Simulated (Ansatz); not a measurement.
**Structures of InCl2: which is lowest?**

Plane-wave DFT in Ansatz with scalar-relativistic PAW potentials, cutoff 420 eV, Γ-centred meshes chosen by cell and gap, Gaussian smearing with energies taken to zero width. Every cell was relaxed (cell and atoms) in a run of its own, within the symmetry of its start. Functional: PBE.

Relaxed structures (starts from databases or built by putting these elements on another compound's sites):
A. Pmmn, 6 atoms in the computed cell, a = 4.096 Å, b = 7.381 Å, c = 6.587 Å; sites (symmetry × multiplicity) In mm2 × 2, Cl m.. × 4; start: built
B. P6_3/mmc, 6 atoms in the computed cell, a = 3.992 Å, c = 13.730 Å; sites (symmetry × multiplicity) In -6m2 × 2, Cl 3m. × 4; start: built

Question: Rank them by energy. Could pressure change the order?

Answer:
| structure | group | E − E(lowest) (meV/atom) | V (Å³/atom) | gap on mesh (eV) |
| --- | --- | --- | --- | --- |
| A | Pmmn | 0.0 | 33.19 | 0.00 |
| B | P6_3/mmc | 57 | 31.58 | 0.00 |

A is lowest, 57 meV/atom under B. B is denser by 1.61 Å³/atom, so pressure favours it: ΔE/ΔV, with ΔE in eV and 1 eV/Å³ = 160.2 GPa, gives about 6 GPa for equal enthalpy if both cells were rigid, a rough figure since the two compress differently. Without a dispersion term the weakly bound lowest cell is too large, so ΔV and this pressure are artefacts in part: a slight pressure closes the gap between layers first. Other structures may lie lower than all of these, and vibrations aren't counted.

Each cell of InCl2 holds layers, and where no dispersion correction was added their binding is poorly described. Spin polarisation was left out, and a magnetic state may lie lower.